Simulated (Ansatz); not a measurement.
Relaxed GaAs (zinc blende):

```
GaAs
1.0
    0.00000     2.82951     2.82951
    2.82951     0.00000     2.82951
    2.82951     2.82951     0.00000
As Ga
1 1
Direct
  0.75000   0.75000   0.75000
  0.00000   0.00000   0.00000
```

Scan: atom 2 (Ga, nearest neighbour As at 2.450 Å; its periodic images, 4.0 Å or more away, move with it) is displaced along Cartesian x, direction (1.000, 0.000, 0.000) in Cartesian axes, by s. The other atoms stay.

The numbers are results of PBEsol (plane waves to 420 eV, PAW, scalar-relativistic; Ansatz, a program for electronic structure), not measurements. k mesh 8×8×8 (Γ-centred), Fermi-Dirac smearing 0.05 eV. Energies are smeared free energies. GaAs was relaxed with its symmetry unable to fall. The zero of ΔE is the undisplaced structure.

| s (Å) | ΔE (meV/cell) |
|---|---|
| -0.250 | 278.4 |
| -0.200 | withheld |
| -0.150 | 102.0 |
| -0.100 | 45.6 |
| -0.050 | 11.4 |
| 0.000 | 0.0 |
| 0.050 | 11.4 |
| 0.100 | 45.6 |
| 0.150 | 102.0 |
| 0.200 | withheld |
| 0.250 | 278.4 |

Task: Fit an even polynomial form (powers 2, 4) to the given rows and predict ΔE at s = 0.200.

Result: Least squares on the 9 given rows: ΔE = (4578)·s² + (-1979)·s⁴, in meV/cell with s in Å; root-mean-square residual 0.02 meV/cell. At 0.200 the fit gives 180.0 meV/cell; the calculation gives 179.9 meV/cell, so the interpolation is off by 0.1 (+0.1 %). The quadratic term alone would give 183.1 meV/cell.

(For displaced atoms, the force is minus the slope of the energy, and its curvature is a force constant, which sets phonon frequencies.)
